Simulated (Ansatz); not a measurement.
Data:

AlWB (space group Cmcm)

```
CELL_PARAMETERS angstrom
      1.59698    -6.95717     0.00000
      1.59698     6.95717     0.00000
      0.00000     0.00000     3.10063
ATOMIC_POSITIONS crystal
  Al 0.69970 0.30030 0.25000
  Al 0.30030 0.69970 0.75000
  B  0.53428 0.46572 0.25000
  B  0.46572 0.53428 0.75000
  W  0.08995 0.91005 0.75000
  W  0.91005 0.08995 0.25000
```

Equation-of-state scan: isotropic scaling of the cell above, V₀ being its volume. The atoms relax within the cell's symmetry.

All values below come from PBEsol (plane waves to 420 eV, PAW, scalar-relativistic; Ansatz, a first-principles code). k mesh 15×15×15 (Γ-centred), Fermi-Dirac smearing 0.05 eV. E stands for the smeared free energy. Stress and pressure are positive under compression. With the shape held, the modulus is that of even scaling; a crystal free to change shape is softer. AlWB is run without spin polarisation. AlWB was relaxed with its symmetry unable to fall. Spin-orbit coupling is left out, though W is heavy. ΔE is measured from the relaxed starting cell.

The scan covers V/V₀ from 0.940 to 1.060 in 13 points.

### Question
What bulk modulus at fixed cell shape B₀ follows from a third-order Birch-Murnaghan fit?

### Answer
239 GPa.

### Question
What is the fitted pressure derivative B₀′?

### Answer
4.4.

(Under strain, the slope of the energy per volume gives the stress and its curvature an elastic modulus.)
